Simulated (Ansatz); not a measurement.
**Trial structures of Pr₂F: starts and ends**

All numbers below come from Ansatz, DFT PBE, scalar-relativistic, plane waves, PAW, and for the lanthanide a 4f-in-core norm-conserving potential. All cells share a 660 eV cutoff and Γ-centred k meshes spaced at most about 0.3 Å⁻¹ (about 0.25 or finer for metals, 2π included). No spin polarisation in the final relaxations.

Each guess was relaxed in cell and atoms at zero pressure, within the symmetry of its start. These are static total energies at zero pressure. Coordination counts F atoms around Pr (those within 1.25 times the shortest such distance or 1.15 times the sum of covalent radii, 1.27 where that leaves under three).

```tsv
guess	made from	start group	V start (Å³/atom)	end group	V end (Å³/atom)	coordination at the end	gap on mesh (eV)	E over the lowest end (meV/atom)
1	Na2Te type	Fm-3m	30.1	Fm-3m (anti-fluorite)	25.1	Pr 4	0	747
2	Pb2O type	Pn-3m	26.0	Pn-3m (cuprite)	28.8	Pr 2	0	0
3	random cell	P6/mmm	23.1	P6/mmm	26.0	Pr 3	0	1301
4	Ta2Co type	I4/mcm	25.1	?	?	?	?	?
5	random cell	P6/mmm	22.6	P6/mmm	30.0	Pr 1	0	306
```

Guess 4 as it starts:

```yaml
crystal:
  lattice:
    - [-3.58984, 3.58984, 2.91660]
    - [3.58984, -3.58984, 2.91660]
    - [3.58984, 3.58984, -2.91660]
  atoms:
    - { symbol: Pr, position: [0.16020, 0.66020, 0.82040] }
    - { symbol: Pr, position: [0.66020, 0.83980, 0.50000] }
    - { symbol: Pr, position: [0.83980, 0.33980, 0.17960] }
    - { symbol: Pr, position: [0.33980, 0.16020, 0.50000] }
    - { symbol: F, position: [0.75000, 0.75000, 0.00000] }
    - { symbol: F, position: [0.25000, 0.25000, 0.00000] }
```

Question: Predict the end of this guess and its energy over the lowest end.

Answer: It ends in space group I4/mcm (No. 140), with a = 7.003 Å, c = 5.930 Å, 24.2 Å³/atom and no gap. It lies 0.35 eV/atom over the lowest end, above guess 5 and below guess 1. Counting F atoms around Pr, this end has Pr 4 and the lowest (guess 2) has Pr 2.

```xyz
6
Lattice="-3.5016 3.5016 2.9648 3.5016 -3.5016 2.9648 3.5016 3.5016 -2.9648" Properties=species:S:1:pos:R:3 pbc="T T T"
Pr    4.6413    1.1397    0.0000
Pr    2.3619    1.1397    2.9648
Pr   -1.1397    2.3619    2.9648
Pr    1.1397    2.3619    0.0000
F     0.0000    0.0000    4.4473
F     0.0000    0.0000    1.4824
```

Formation energies are uncorrected and refer to the elements' standard structures at the same level (F₂ as a molecule).

Question: Is the lowest end bound against the elements?

Answer: Yes: its formation energy is −1.69 eV/atom. Whether it is stable depends on the other phases of the system, which aren't compared here.

In P6/mmm at 30.0 Å³/atom, Fm-3m, P6/mmm at 26.0 Å³/atom an odd number of valence electrons (the lanthanide is held trivalent, its 4f shell in the core) allows no gap without spin; another valence of the lanthanide, a larger cell or a magnetic state could open one. A magnetic state wasn't ruled out in cells without spin, among them Fm-3m, P6/mmm at 26.0 Å³/atom. Cells relaxed within their symmetry can be saddle points. A lower structure may well exist outside this small set. Some candidate types were left out of the draw beforehand, so a known form may be missing.

The lanthanide is trivalent by construction, without f bands, f moments or other valences. The reference runs of the other elements, and any phases without the lanthanide, used 420 eV, which shifts energies against them by under 10 meV/atom. The lanthanide's reference is the lowest of its hcp, dhcp and fcc cells.
